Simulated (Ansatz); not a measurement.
Bi2Se3:
```cif
data_Bi6Se9
_chemical_formula_sum 'Bi6 Se9'
_space_group_name_H-M_alt 'R-3m :H'
_space_group_IT_number 166
_space_group_name_Hall '-R 3 2"'
_cell_length_a 4.14920
_cell_length_b 4.14920
_cell_length_c 29.47068
_cell_angle_alpha 90.000
_cell_angle_beta 90.000
_cell_angle_gamma 120.000
loop_
_atom_site_label
_atom_site_type_symbol
_atom_site_symmetry_multiplicity
_atom_site_Wyckoff_symbol
_atom_site_fract_x
_atom_site_fract_y
_atom_site_fract_z
_atom_site_occupancy
Bi1 Bi 6 c 0.00000 0.00000 0.39900 1
Se1 Se 3 a 0.00000 0.00000 0.00000 1
Se2 Se 6 c 0.00000 0.00000 0.21510 1
```
(The calculation used a cell of 5 atoms; values per cell refer to that cell.)

Relaxed with r²SCAN+D4. r²SCAN+D4 in the plane-wave PAW code Ansatz gives a gap of 0.68 eV.

**Question.** What gap does HSE06 give on the same cell (Ansatz, PAW)?

**Answer.** 0.86 eV, 0.18 eV more. The hybrid was solved on a coarser mesh and at special points; its gap is the smallest among all of these.

| k | v1 r²SCAN+D4 | c1 r²SCAN+D4 | v1 HSE06 | c1 HSE06 |
|---|---|---|---|---|
| Γ | 0.00 | 0.68 | 0.00 | 0.86 |
| T | -0.33 | 0.90 | … | … |
| L | -0.56 | 1.30 | … | … |
| F | -1.00 | 1.72 | -1.07 | 1.96 |
| S0 | -0.66 | 2.12 | … | … |
| H0 | -0.65 | 2.10 | … | … |

**Question.** Top valence (v1) and lowest conduction level (c1) in eV from each method's valence maximum (which need not be a listed point): supply the withheld HSE06 values.

**Answer.** 
- L, v1 HSE06: -0.61
- L, c1 HSE06: 1.53
- H0, v1 HSE06: -0.70
- H0, c1 HSE06: 2.37
- T, v1 HSE06: -0.37
- T, c1 HSE06: 1.10
- S0, v1 HSE06: -0.70
- S0, c1 HSE06: 2.39

Cost on shared cores: the r²SCAN+D4 run (SCF on a 8×8×8 mesh, then bands and DOS) about 2.2 core-minutes (a rough figure), the HSE06 run (SCF on 5×5×5, then a few points) around 7 core-minutes (rough); the tasks are unlike.

Symmetry was held in the r²SCAN+D4 relaxation. Scalar-relativistic: spin–orbit coupling is off unless named, which matters more the heavier the elements.

Potentials: the earlier of the program's two PAW sets.
